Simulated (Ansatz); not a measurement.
In PBEsol (plane waves, PAW; program Ansatz), GaAs in the tetragonal phase (P4_2/mnm; Ga on 4g, As on 4f) relaxes to a = 6.916 Å, c = 4.004 Å. Against the elements it lies at -0.24 eV/atom, with no fitted shifts.

It is gapped at this level: 0.48 eV (smallest direct gap 0.48 eV). The valence maximum lies on the M–Γ line, 91 % of the way from M and the conduction minimum at Γ. Gap from PBEsol with spin–orbit coupling: 0.38 eV. The electron mass is 0.032 mₑ (isotropic). The hole mass is 0.13, 0.92, 0.92 mₑ (principal values).

The bulk modulus is 62.5 GPa. The relaxed-ion elastic constants in GPa are C11 = 82.0, C12 = 57.8, C13 = 37.4, C33 = 134, C44 = 32.4, C66 = 28.1. The elastic constants imply a Debye temperature near 268 K. Without the LO–TO term the highest mode at Γ lies at 280 cm⁻¹.

The start of the workflow was typed in or built on a structure type; neither database checked (COD, Materials Project) lists it. It is not the phase usual at ambient conditions (space group No. 216). The PBEsol relaxation kept the symmetry of its start; whether a distortion lowers the energy is not shown. The volume moved by 16 % from the start of the relaxation. The references are the lowest solids computed at this level, not always the standard phases. Scalar-relativistic: spin–orbit coupling is off unless named, which matters more the heavier the elements.

Potentials: the later of the program's two PAW sets.
